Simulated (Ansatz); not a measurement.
NaCl:
```yaml
crystal:
  lattice:
    - [0.00000, 2.73214, 2.73214]
    - [2.73214, 0.00000, 2.73214]
    - [2.73214, 2.73214, 0.00000]
  atoms:
    - { symbol: Na, position: [0.00000, 0.00000, 0.00000] }
    - { symbol: Cl, position: [0.50000, 0.50000, 0.50000] }
```

Relaxed with LDA.

Q: Decompose the optical modes at the zone centre into irreducible representations, and say which are infrared and Raman allowed.

A: Point group m-3m: Γ_opt = T1u. Infrared: T1u. Raman: none.

Q: Assign frequencies (DFPT, DFT-LDA in the program Ansatz with PAW potentials; without the LO–TO term).

A: T1u 188 cm⁻¹.

Space group Fm-3m (rock salt). Symmetry was held in the LDA relaxation.

Potentials: the earlier of the program's two PAW sets. The files were generated under PBE; for other functionals the program regenerates the frozen cores, and for LDA and PBEsol the local potential too.
